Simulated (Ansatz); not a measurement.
A geometry of TiAl$_{3}$ away from equilibrium: the start of the relaxation of a generated cell, TiAl3 built in the AFLOW prototype AB3_hP8_182_c_g (as in Fe3C). Computed with r2SCAN (plane waves to 500 eV, PAW, scalar-relativistic; Ansatz, a program for electronic structure). Γ-centred k-mesh 10×10×10 on the run's cell, Fermi–Dirac smearing 0.05 eV.

```xyz
8
Lattice="5.4751 0.0000 0.0000 -2.7376 4.7416 0.0000 0.0000 0.0000 4.7468" Properties=species:S:1:pos:R:3:forces:R:3 pbc="T T T" free_energy=-8237.015 pressure_GPa=39.0
Al     1.7789     0.0000     0.0000   -4.0133    0.0000    0.0000
Al     0.8895     1.5406     2.3734   -2.0067   -3.4757    0.0000
Al    -0.8895     1.5406     0.0000    2.0067   -3.4757    0.0000
Al     3.6962     0.0000     2.3734    4.0133    0.0000    0.0000
Al     1.8481     3.2010     0.0000    2.0067    3.4757    0.0000
Al    -1.8481     3.2010     2.3734   -2.0067    3.4757    0.0000
Ti     0.0000     3.1611     1.1867    0.0000    0.0000    0.0000
Ti     2.7376     1.5805     3.5601    0.0000    0.0000    0.0000
```

Positions in Å, forces in eV/Å, free energy of the cell in eV (comparable only within this code, potentials and settings). Largest force: 4.01 eV/Å, on Al1, Al2, Al3, Al4, Al5, Al6 (atoms numbered as listed); the geometry lies 1.68 eV/atom above the end of its relaxation.

No spin polarisation in the result. A magnetic state may lie lower.

The run could not lose the symmetry of its start, so the end can be a saddle point.

The end of the path is a generated cell of TiAl3: the first start was made by placing the elements on the sites of a structure type, and the end was not matched to a known phase here, so it may be hypothetical. Known forms of TiAl3 include space group No. 139.
